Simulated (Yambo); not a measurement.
Yambo run on AgBr (rock salt, space group Fm-3m, No. 225). The wavefunctions are norm-conserving LDA (Quantum ESPRESSO, 86 Ry, without SOC) ones on a 4×4×4 mesh (13 occupied bands); a = 3.9489 Å, b = 3.9489 Å, c = 3.9489 Å, α = 60.00°, β = 60.00°, γ = 60.00°.

Yambo input:

```
rim_cut
gw0
dyson
el_el_corr
HF_and_locXC
ppa
em1d
RandQpts= 1000000
RandGvec= 1 Ry
EXXRLvcs= 86 Ry
VXCRLvcs= 344 Ry
Chimod= "HARTREE"
% BndsRnXp
 5 | 114 |
%
NGsBlkXp= 10 Ry
% LongDrXp
 1.0 | 1.0 | 1.0 |
%
PPAPntXp= 27.2114 eV
% GbndRnge
 1 | 114 |
%
GTermKind= "none"
DysSolver= "n"
ExtendOut
% QPkrange
 1 | 1 | 13 | 14 |
 3 | 3 | 13 | 13 |
%
```

k points by index: 1 = Γ, 3 = L.

Resulting energies as the program prints them:

```
#    K-point    Band    Eo [eV]    E [eV]    E-Eo [eV]    Vxc [eV]    Vnlxc [eV]    Sc|Eo [eV]    Sc|E [eV]    dSc/dw|Eo [eV]    Re(Z)    Im(Z)
#
    1    13    -2.240234    -3.074407    -0.834172    -13.30377    -16.75906    2.411138    2.621119    -6.851023    0.798852    0.003664
    1    14    0.380067    0.991101    0.611035    -11.49196    -7.036669    -3.715556    -3.844255    -5.730613    0.826038    -0.001055
    3    13    0.000000    -0.725361    -0.725361    -19.82253    -24.05645    3.328974    3.508564    -6.736249    0.801568    -0.001164
```
(The two width columns are left out.) Convergence of these settings isn't established.

Geometry relaxed with LDA.
